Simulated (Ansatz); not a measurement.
# RuTe in the zincblende structure

The computed numbers are results of PBEsol, scalar-relativistic (no spin polarisation) in the plane-wave PAW code Ansatz at 420 eV, 8×8×8 k-mesh, Gaussian smearing of 0.05 eV; PAW files: Ansatz's generated set soft_2.

```cif
data_structure
_symmetry_space_group_name_H-M 'F-43m'
_symmetry_Int_Tables_number 216
_cell_length_a 5.8142
_cell_length_b 5.8142
_cell_length_c 5.8142
_cell_angle_alpha 90.000
_cell_angle_beta 90.000
_cell_angle_gamma 90.000
_cell_volume 196.55
loop_
_atom_site_label
_atom_site_type_symbol
_atom_site_symmetry_multiplicity
_atom_site_Wyckoff_symbol
_atom_site_fract_x
_atom_site_fract_y
_atom_site_fract_z
_atom_site_occupancy
Ru1 Ru 4 a 0.00000 0.00000 0.00000 1
Te1 Te 4 d 0.25000 0.25000 0.75000 1
```

This is a trial structure made by placing the elements on a prototype's sites, so it needn't be the stable form.

The cell above was scaled in volume, its shape and atoms being fixed by the lattice's symmetry. Energies are counted from the cell above.

Cell and atoms are those of this level's equilibrium.

```json
{"V (Å³/atom)": "23.586", "ΔE (meV/atom)": "14.38", "P from the stress (GPa)": "4.92"}
{"V (Å³/atom)": "24.077", "ΔE (meV/atom)": "3.40", "P from the stress (GPa)": "2.30"}
{"V (Å³/atom)": "24.568", "ΔE (meV/atom)": "0.00", "P from the stress (GPa)": "-0.03"}
{"V (Å³/atom)": "25.060", "ΔE (meV/atom)": "3.32", "P from the stress (GPa)": "-2.09"}
{"V (Å³/atom)": "25.551", "ΔE (meV/atom)": "12.61", "P from the stress (GPa)": "-3.93"}
```

Question: Do the energies and the pressures agree? Compare −ΔE/ΔV between neighbouring points (1 meV/Å³ = 0.1602 GPa) with the mean of their pressures.

Answer: 
```csv
interval (Å³/atom),−ΔE/ΔV (GPa),mean P (GPa)
23.59 to 24.08,3.6,3.6
24.08 to 24.57,1.1,1.1
24.57 to 25.06,-1.1,-1.1
25.06 to 25.55,-3.0,-3.0
```
They differ by 0.03 GPa at most.

Question: What do the two routes give for V0, B0 and B0′?

Answer: A third-order Birch–Murnaghan fit of the energies: V0 = 24.56 Å³/atom, B0 = 110 GPa, B0′ = 4.9. A polynomial of P in ln V, with B = −dP/d ln V at P = 0: V0 = 24.56 Å³/atom, B0 = 110 GPa, B0′ = 4.9.

B0·V0 = 109.6 GPa × 24.56 Å³ = 16.81 eV/atom sets the scale: near the minimum ΔE ≈ ½ B0 V0 x², with x = V/V0 − 1, and a pressure of 1.1 GPa squeezes the volume by about 1 %. At the ends of the curve: x = −4.0 % predicts 13.3 meV/atom and the run gives 14.4; x = +4.0 % predicts 13.6 meV/atom and the run gives 12.6. The lopsidedness is anharmonic: atoms resist being pushed together more than being pulled apart.

For elements this heavy, spin–orbit coupling would shift levels and gaps; it isn't included here. The run is a metal.
